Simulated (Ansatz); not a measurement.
## Is this Al₅Cu structure a true minimum?

The cell was found from a structure generator's guess, not taken from experiment.

All numbers below come from DFT PBE, scalar-relativistic, plane waves, PAW (Ansatz). Cutoff 420 eV; k points 18×18×4 on the computed 6-atom cell (Γ-centred); Gaussian smearing, width 0.10 eV; no spin polarisation.

The cell below (6 atoms, space group P-6m2 (No. 187)) is relaxed within its symmetry.

```xyz
6
Lattice="2.8353 0.0000 0.0000 -1.4176 2.4554 0.0000 0.0000 0.0000 13.5161" Properties=species:S:1:pos:R:3 pbc="T T T"
Al    0.0000    1.6369    8.7908
Al    0.0000    1.6369    0.0000
Al    0.0000    1.6369    4.7253
Al    1.4176    0.8185   11.1445
Al    1.4176    0.8185    2.3716
Cu    1.4176    0.8185    6.7581
```

For the test a repeat of it with 12 atoms (edges 2.84, 4.91, 13.52 Å) was strained at random (σ = 1.5 % a component), the atoms were moved at random (σ = 0.05 Å), and all was relaxed again on a coarse 8×4×2 mesh (in the run’s order of axes) with 0.20 eV smearing, with no symmetry imposed.

Q: What happens?

A: It doesn't return. The energy falls by 33 meV/atom on that mesh, the volume changes by -0.2 %, and the end has space group Cm (No. 8) at a loose tolerance. Relaxed again on a 16×16×4 mesh with 0.10 eV smearing, the new structure lies 23 meV/atom below the first (mesh in the axes of the run's cell; the cell below is made exact in the group named). Space group R3m (No. 160), trigonal, a = 2.847 Å, c = 40.115 Å. Around Al on its first site lie 3 Cu at 2.60 Å and 9 Al at 2.84–2.85 Å; around Al on its second site lie 12 Al at 2.85–2.89 Å; Al on its third site has 3 Cu at 2.60 Å and 9 Al at 2.83–2.85 Å; around Cu lie 6 Al at 2.60 Å and 6 Cu at 2.85 Å; 2 more sites not described.

Space group R3m:H (No. 160). a = 2.847 Å, b = 2.847 Å, c = 40.115 Å, α = 90.00°, β = 90.00°, γ = 120.00°
```json
{"atom": "Al", "site": "3a", "symmetry": "3m", "x": "0.6667", "y": "0.3333", "z": "0.0314"}
{"atom": "Al", "site": "3a", "symmetry": "3m", "x": "0.3333", "y": "0.6667", "z": "0.2478"}
{"atom": "Al", "site": "3a", "symmetry": "3m", "x": "0.6667", "y": "0.3333", "z": "0.1320"}
{"atom": "Al", "site": "3a", "symmetry": "3m", "x": "0.0000", "y": "0.0000", "z": "0.3069"}
{"atom": "Al", "site": "3a", "symmetry": "3m", "x": "0.0000", "y": "0.0000", "z": "0.1894"}
{"atom": "Cu", "site": "3a", "symmetry": "3m", "x": "0.3333", "y": "0.6667", "z": "0.0818"}
```
